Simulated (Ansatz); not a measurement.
Sb in space group I4_132 (No. 214; Sb on 8a) under volume change, plane-wave PAW PBE (Ansatz code), scaled uniformly.

| V (Å³/atom) | E − E(relaxed) (meV/atom) | P (GPa) |
|---|---|---|
| 60.339 | 36.3 | 2.15 |
| 62.328 | 15.1 | 1.30 |
| 64.317 | 3.6 | 0.59 |
| 66.306 | 0.0 | 0.00 |
| 68.295 | 3.4 | -0.53 |
| 70.285 | 12.9 | -0.99 |
| 72.274 | 27.7 | -1.38 |

**Question.** What does a third-order Birch–Murnaghan fit give for V₀, B₀ and B′?

**Answer.** V₀ = 66.25 Å³/atom, B₀ = 18.9 GPa, B′ = 4.1.

The start of the workflow was typed in or built on a structure type; neither database checked (COD, Materials Project) lists it. It is not the phase usual at ambient conditions (space group No. 166). Symmetry was held in the PBE relaxation; its stability against distortions is not shown here. The volume moved by 71 % from the start of the relaxation. Scalar-relativistic: spin–orbit coupling is off unless named, which matters more the heavier the elements.

Potentials: the earlier of the program's two PAW sets.
